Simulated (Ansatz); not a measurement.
Notes on RbZn4As3

```xyz
8
Lattice="5.3924 -0.2886 -0.4969 -1.6255 5.0597 0.0437 -0.0100 0.4816 7.4496" Properties=species:S:1:pos:R:3 pbc="T T T"
Rb    0.2439    0.4348    3.1287
Zn    2.9084    2.2900    4.3559
Zn    3.0201    4.6044    5.8764
Zn    2.0293    0.5630    6.3107
Zn    0.0054    1.7531    0.0013
As    2.8004    2.2231    0.3771
As    0.4327    3.2715    4.9634
As    1.1023    4.1072    1.3385
```

Method: r2SCAN, no spin polarisation; PAW, plane waves to 500 eV, 4×4×3 (shifted by 0.5, 0.5, 0 steps) mesh, gaussian occupations (width 0.016 eV) (Ansatz 0.2.0), atoms fixed.

**Question.** What does the stress say?

**Answer.** The pressure is -5.1 GPa (compression positive), so with the atoms held at these fractions the cell would first shrink; the forces are large, so a full relaxation may end otherwise. The principal stresses -8.3, -5.5, -1.4 GPa differ, so its shape would change too.

**Question.** What happens at the Fermi level?

**Answer.** It is a metal, with about 4 states/eV a cell as the mean within 0.25 eV of the Fermi level, mostly As p (66 %) and Zn s (16 %).

**Question.** Where is the largest force?

**Answer.** The largest is on As8: 1.57 eV/Å, components (0.52, -1.03, -1.07). It makes 26° with the line to a nearest neighbour, As6 at 2.71 Å, pointing towards it.

**Question.** What is the formation energy?

**Answer.** 0.22 eV an atom against the elements' usual phases (free molecules for gases, crystals otherwise, with no correction for O₂ or N₂), so at this geometry it isn't bound against them. Relaxing would lower it.

**Question.** Describe some of the short contacts.

**Answer.** As–As at 2.71 Å: least valence density 0.34 e/Å³ and ELF 0.58 there. Zn–As at 2.73 Å: least valence density 0.27 e/Å³ and ELF 0.38 there. Zn–Zn at 2.75 Å: least valence density 0.21 e/Å³ and ELF 0.43 there. Both are smooth PAW fields, read partly inside the augmentation spheres.

Origin: a disordered cell, so it need not be a known compound. Caveats: the k mesh is coarse if the cell is a metal; atoms or cell far from equilibrium.
